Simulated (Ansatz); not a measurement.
A metal film that reacts with Si consumes substrate; on a shallow junction the depth consumed per thickness of contact matters as much as the driving force.

The reference row is NiSi. 10 nm of metal is deposited and fully reacted. All products have no gap at this level.

Computed with Ansatz, a plane-wave PAW program, with an older set of its potentials. volume per atom: PBE, relaxed cell; metal volume, Si volume: PBE, the element in its room-temperature structure; ΔH_f: PBE, 0 K, against the elements in the same set-up, no fitted corrections.

Magnetic states: Co2Si ferromagnetic, as set for this run. Run without spin polarisation: Ni2Si, CoSi, NiSi, CoSi2, NiSi2. Spin–orbit coupling is left out unless named. ΔH_f counts from the lowest computed solid of each element: Co (P6_3/mmc, ferromagnetic), Ni (Fm-3m, ferromagnetic), Si (Fd-3m).

```tsv
crystal	Si atoms per metal atom	V (Å³/atom)	V of the metal (Å³/atom)	V of Si (Å³/atom)	ΔH_f (eV/atom)
Ni2Si (Pnma)	0.500	11.05	10.89	20.46	−0.547
Co2Si (Pnma)	0.500	10.63	10.86	20.46	−0.444
CoSi (P2₁3)	1.000	10.87	10.86	20.46	−0.604
NiSi (Pnma), reference	1.000	12.21	10.89	20.46	−0.504
CoSi2 (Fm-3m)	2.000	12.83	10.86	20.46	−0.465
NiSi2 (Fm-3m)	2.000	13.45	10.89	20.46	−0.353
```

The figures follow from the printed values by these rules: Si consumed = metal thickness × y × V(Si)/V(metal); product = metal thickness × (1 + y) × V/V(metal); ratio = consumed/product; volume change = product/(metal + consumed) − 1.

**Question.** Compute Si consumed, product thickness, Si consumed per nm of product and volume change for CoSi2, showing the steps.

**Answer.** 
1. Si consumed: 10 × 2.000 × 20.46/10.86 = 37.68 nm
2. product thickness: 10 × (1 + 2.000) × 12.83/10.86 = 35.44 nm
3. Si consumed per nm of product: 37.68/35.44 = 1.06
4. volume change: 100 × (35.44/(10 + 37.68) − 1) = −26 %

**Question.** Put the candidates in order of Si consumed per nm of product, lowest first.

**Answer.** The same steps for every row:

```tsv
crystal	Si consumed (nm)	product thickness (nm)	consumed per nm of product	volume change (%)
Ni2Si (Pnma)	9.39	15.22	0.62	−22
Co2Si (Pnma)	9.42	14.68	0.64	−24
CoSi (P2₁3)	18.84	20.02	0.94	−31
NiSi (Pnma), reference	18.79	22.42	0.84	−22
CoSi2 (Fm-3m)	37.68	35.44	1.06	−26
NiSi2 (Fm-3m)	37.58	37.05	1.01	−22
```

In order of Si consumed per nm of product, lowest first: Ni2Si (0.62 ± 0.031) ≈ Co2Si (0.64 ± 0.032), NiSi (0.84 ± 0.042), CoSi (0.94 ± 0.047), NiSi2 (1.01 ± 0.051) ≈ CoSi2 (1.06 ± 0.053). The ± follows from allowances picked for this note (volume per atom 4 %, metal volume 4 %, 3 % for the model), carried to first order and added in quadrature; ≈ joins neighbours closer than their two ± added in quadrature. At the edge of that rule, so that a last digit could turn the call: CoSi and NiSi2. 2 of the 5 others clearly beat the reference on this figure.

Which phase forms first is kinetic; barrier heights, resistivities and agglomeration are not treated. Phases over 50 meV/atom above the lowest one at hand were not drawn (by r²SCAN where it compared them, else by the largest value; a layered or molecular lowest phase counts only with a dispersion term); other phases could lie lower still. Rows were sampled with a lean to familiar crystals, related or not, whatever their agreement with measurement; tables with many equal figures were not kept. Limits of the draw: ΔH_f under −0.03 eV/atom; for ΔH_f, runs without a dispersion term, no Mn, and elements whose lowest cell is their usual one. As a rule kept out of such tables: 4f compounds, open-shell compounds run without a Hubbard term, cells found unstable in the tests at hand, cells close to a higher symmetry, and runs set to a pressure or over 12 % in volume from the crystal's fullest run.
